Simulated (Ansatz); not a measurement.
V₅Si₃ (space group I4/mcm)

```yaml
crystal:
  lattice:
    - [-4.65442, 4.65442, 2.33863]
    - [4.65442, -4.65442, 2.33863]
    - [4.65442, 4.65442, -2.33863]
  atoms:
    - { symbol: V, position: [0.77510, 0.07473, 0.84983] }
    - { symbol: V, position: [0.22490, 0.92527, 0.15017] }
    - { symbol: V, position: [0.07473, 0.22490, 0.29963] }
    - { symbol: V, position: [0.92527, 0.77510, 0.70037] }
    - { symbol: V, position: [0.72490, 0.57473, 0.29963] }
    - { symbol: V, position: [0.27510, 0.42527, 0.70037] }
    - { symbol: V, position: [0.42527, 0.72490, 0.15017] }
    - { symbol: V, position: [0.57473, 0.27510, 0.84983] }
    - { symbol: V, position: [0.25000, 0.75000, 0.50000] }
    - { symbol: V, position: [0.75000, 0.25000, 0.50000] }
    - { symbol: Si, position: [0.16601, 0.66601, 0.83203] }
    - { symbol: Si, position: [0.83399, 0.33399, 0.16797] }
    - { symbol: Si, position: [0.66601, 0.83399, 0.50000] }
    - { symbol: Si, position: [0.33399, 0.16601, 0.50000] }
    - { symbol: Si, position: [0.75000, 0.75000, 0.00000] }
    - { symbol: Si, position: [0.25000, 0.25000, 0.00000] }
```

Equation-of-state scan: isotropic scaling of the cell above, V₀ being its volume. The atoms relax within the cell's symmetry.

These are PBEsol (plane waves to 420 eV, PAW, scalar-relativistic; Ansatz, an electronic-structure program) values and carry that method's errors. k mesh 9×9×9 (Γ-centred), Fermi-Dirac smearing 0.05 eV. E stands for the smeared free energy. Left out: 2 of 9 points, with atoms too close for the PAW data. With the shape held, the modulus is that of even scaling; a crystal free to change shape is softer. V5Si3 is run without spin polarisation. V5Si3 was relaxed with its symmetry unable to fall. ΔE is measured from the relaxed starting cell. The last digit holds for this mesh only.

```json
[
 {"V (Å³/atom)": "12.033", "ΔE (meV/atom)": "22.5"},
 {"V (Å³/atom)": "12.349", "ΔE (meV/atom)": "5.4"},
 {"V (Å³/atom)": "12.666", "ΔE (meV/atom)": "0.0"},
 {"V (Å³/atom)": "12.982", "ΔE (meV/atom)": "4.9"},
 {"V (Å³/atom)": "13.299", "ΔE (meV/atom)": "18.9"},
 {"V (Å³/atom)": "13.616", "ΔE (meV/atom)": "40.8"},
 {"V (Å³/atom)": "13.932", "ΔE (meV/atom)": "69.6"}
]
```

Task: What is the fitted pressure derivative B₀′?

Result: 4.2.

Task: What bulk modulus at fixed cell shape B₀ follows from a third-order Birch-Murnaghan fit?

Result: 208 GPa. Check by three points about V = 12.666 Å³/atom, step 0.633: d²E/dV² ≈ (22 − 2·0 + 19) meV / 0.633² = 0.102 eV/Å⁶, and V·d²E/dV² × 160.2 = 207 GPa.

(Under strain, the slope of the energy per volume gives the stress and its curvature an elastic modulus.)
